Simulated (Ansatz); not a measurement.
BBi built on the wurtzite prototype, relaxed with r2SCAN. Space group P6_3mc (No. 186), hexagonal; a = 3.866 Å, c = 6.375 Å in the conventional setting, 20.63 Å³ an atom. Around B lie 4 Bi at 2.37–2.39 Å; around Bi lie 4 B at 2.37–2.39 Å.

```
B Bi
1.0
     3.86558    0.00000    0.00000
    -1.93279    3.34769    0.00000
     0.00000    0.00000    6.37545
B Bi
2 2
Direct
  0.33333 0.66667 0.00024
  0.66667 0.33333 0.50024
  0.33333 0.66667 0.37476
  0.66667 0.33333 0.87476
```

The questions ask for values computed with the plane-wave code Ansatz on this geometry. All values are calculated for a non-magnetic cell, which may be hypothetical.

(1) What gap does r2SCAN give, and where are the band edges?

(2) What does LDA give for the gap (12×12×4 mesh)?

(3) What does PBE+SOC give for the gap (12×12×4 mesh)?

(4) Estimate the gap with HSE06 on 6×6×4.

(5) Roughly how does the cost of the PBE0 run (6×6×4) compare with r2SCAN's (12×12×4)?

Results:

(1) r2SCAN gives a direct gap of 0.20 eV at Γ.

(2) The LDA gap is direct at Γ: 0.09 eV. The gap differs by -0.11 eV from r2SCAN's.

(3) PBE+SOC gives a direct gap of 0.07 eV at Γ. (This is within a few times the smearing of 0.02 eV, so the filling near the edges can be smeared.) Spin-orbit coupling itself accounts for -0.02 eV. The gap differs by -0.13 eV from r2SCAN's.

(4) HSE06 gives a direct gap of 0.59 eV at Γ. The gap differs by +0.39 eV from r2SCAN's.

(5) About 17 times as much (5 core-minutes against 19 core-seconds, on 2 threads of Intel(R) Xeon(R) Platinum 8488C (Sapphire Rapids) (shared host)).

Only the levels marked +SOC include spin-orbit coupling.

Gaps or overlaps of about a tenth of an eV are at the limit of these meshes: between the points read a gap can be smaller or closed.

The meshes of the hybrids are coarse, so their gaps aren't converged to the digits shown.

Set aside, since their points miss a band edge that the other levels read or their mesh is too coarse: HSE06+SOC. Gaps under 0.1 eV (LDA, PBE, PBE+SOC) can't be told from a closed one: the bands may be in normal order or already inverted, which a gap's size doesn't show.
